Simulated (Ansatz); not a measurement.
Level of theory: DFT PBE, scalar-relativistic, plane waves, PAW (Ansatz). Settings: cutoff 420 eV, Γ-centred meshes spaced at most about 0.3 Å⁻¹, and about 0.25 Å⁻¹ or finer for metals (2π included), Gaussian smearing. No spin polarisation in the final relaxations.

All energies are static (0 K, no zero-point motion). All come from trial cells, and lower structures may exist.

**Question.** Order these relaxed structures of Ba3SbS2 by energy, lowest first, with the energy over the lowest of them.
A.

```cif
data_structure
_symmetry_space_group_name_H-M 'R-3m:H'
_symmetry_Int_Tables_number 166
_cell_length_a 4.4856
_cell_length_b 4.4856
_cell_length_c 37.3517
_cell_angle_alpha 90.000
_cell_angle_beta 90.000
_cell_angle_gamma 120.000
_cell_volume 650.84
loop_
_atom_site_label
_atom_site_type_symbol
_atom_site_symmetry_multiplicity
_atom_site_Wyckoff_symbol
_atom_site_fract_x
_atom_site_fract_y
_atom_site_fract_z
_atom_site_occupancy
Ba1 Ba 6 c 0.00000 0.00000 0.73230 1
Ba2 Ba 3 b 0.66667 0.33333 0.83333 1
Sb1 Sb 3 a 0.00000 0.00000 0.00000 1
S1 S 6 c 0.33333 0.66667 0.78306 1
```

B.

```cif
data_structure
_symmetry_space_group_name_H-M 'P-3m1'
_symmetry_Int_Tables_number 164
_cell_length_a 4.5599
_cell_length_b 4.5599
_cell_length_c 12.1801
_cell_angle_alpha 90.000
_cell_angle_beta 90.000
_cell_angle_gamma 120.000
_cell_volume 219.33
loop_
_atom_site_label
_atom_site_type_symbol
_atom_site_symmetry_multiplicity
_atom_site_Wyckoff_symbol
_atom_site_fract_x
_atom_site_fract_y
_atom_site_fract_z
_atom_site_occupancy
Ba1 Ba 2 d 0.33333 0.66667 0.80316 1
Ba2 Ba 1 b 0.00000 0.00000 0.50000 1
Sb1 Sb 1 a 0.00000 0.00000 0.00000 1
S1 S 2 d 0.33333 0.66667 0.34785 1
```

C.

```cif
data_structure
_symmetry_space_group_name_H-M 'P6/mmm'
_symmetry_Int_Tables_number 191
_cell_length_a 8.1759
_cell_length_b 8.1759
_cell_length_c 4.0172
_cell_angle_alpha 90.000
_cell_angle_beta 90.000
_cell_angle_gamma 120.000
_cell_volume 232.55
loop_
_atom_site_label
_atom_site_type_symbol
_atom_site_symmetry_multiplicity
_atom_site_Wyckoff_symbol
_atom_site_fract_x
_atom_site_fract_y
_atom_site_fract_z
_atom_site_occupancy
Ba1 Ba 3 g 0.50000 0.50000 0.50000 1
Sb1 Sb 1 a 0.00000 0.00000 0.00000 1
S1 S 2 c 0.66667 0.33333 0.00000 1
```

D.

```cif
data_structure
_symmetry_space_group_name_H-M 'P4/mmm'
_symmetry_Int_Tables_number 123
_cell_length_a 4.1982
_cell_length_b 4.1982
_cell_length_c 14.8449
_cell_angle_alpha 90.000
_cell_angle_beta 90.000
_cell_angle_gamma 90.000
_cell_volume 261.64
loop_
_atom_site_label
_atom_site_type_symbol
_atom_site_symmetry_multiplicity
_atom_site_Wyckoff_symbol
_atom_site_fract_x
_atom_site_fract_y
_atom_site_fract_z
_atom_site_occupancy
Ba1 Ba 2 g 0.00000 0.00000 0.76596 1
Ba2 Ba 1 d 0.50000 0.50000 0.50000 1
Sb1 Sb 1 a 0.00000 0.00000 0.00000 1
S1 S 2 h 0.50000 0.50000 0.70015 1
```

**Answer.** B (0 meV/atom), A (26 meV/atom), C (275 meV/atom), D (468 meV/atom). Forms: B P-3m1; A R-3m; C P6/mmm; D P4/mmm. Counting S or Sb atoms around Ba (for each partner element, those within 1.25 times its shortest distance or 1.15 times the sum of covalent radii, where it is the nearest in units of that sum or under 1.3; a plus sign parts groups by distance over the sum of covalent radii; a slash parts the counts of unlike sites): B has Ba 6; A has Ba 6; C has Ba 4+4; D has Ba 2/5.

These runs have no spin–orbit coupling, which can matter for Sb. In P-3m1, R-3m, P6/mmm, P4/mmm an odd number of electrons in the primitive cell allows no gap without spin; a larger cell or a magnetic state could open one. Cells relaxed within their symmetry can be saddle points. Some types were kept out of the candidates beforehand, so the set may lack a known form.
